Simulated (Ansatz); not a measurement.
HfC:
```cif
data_C4Hf4
_chemical_formula_sum 'Hf4 C4'
_space_group_name_H-M_alt 'Fm-3m'
_space_group_IT_number 225
_space_group_name_Hall '-F 4 2 3'
_cell_length_a 4.64099
_cell_length_b 4.64099
_cell_length_c 4.64099
_cell_angle_alpha 90.000
_cell_angle_beta 90.000
_cell_angle_gamma 90.000
loop_
_atom_site_label
_atom_site_type_symbol
_atom_site_symmetry_multiplicity
_atom_site_Wyckoff_symbol
_atom_site_fract_x
_atom_site_fract_y
_atom_site_fract_z
_atom_site_occupancy
Hf1 Hf 4 a 0.00000 0.00000 0.00000 1
C1 C 4 b 0.50000 0.50000 0.50000 1
```
(The calculation used a cell of 2 atoms; values per cell refer to that cell.)

Relaxed with r²SCAN.

Problem. Tabulate the valence density and the electron localisation function along the shortest Hf–Hf contact (3.28 Å), plane-wave PAW r²SCAN (Ansatz code).

Solution. 

```csv
distance from Hf (Å),density (e/Å³),ELF
0.33,28.98,0.85
0.49,12.46,0.83
0.66,4.28,0.74
0.82,1.38,0.52
0.98,0.57,0.24
1.15,0.30,0.10
1.31,0.21,0.10
1.48,0.18,0.15
1.64,0.18,0.19
1.80,0.18,0.15
1.97,0.21,0.10
2.13,0.30,0.10
2.30,0.57,0.24
2.46,1.38,0.52
2.63,4.28,0.74
2.79,12.46,0.83
2.95,28.98,0.85
```

The density is the valence pseudo-density with augmentation charge, so density and ELF within about 1 Å of a nucleus are not all-electron values.

Symmetry was held in the r²SCAN relaxation. No spin polarisation was allowed. Spin–orbit coupling is left out wherever it is not named.

Potentials: the earlier of the program's two PAW sets. The files were generated under PBE; for other functionals the program regenerates the frozen cores, and for LDA and PBEsol the local potential too.
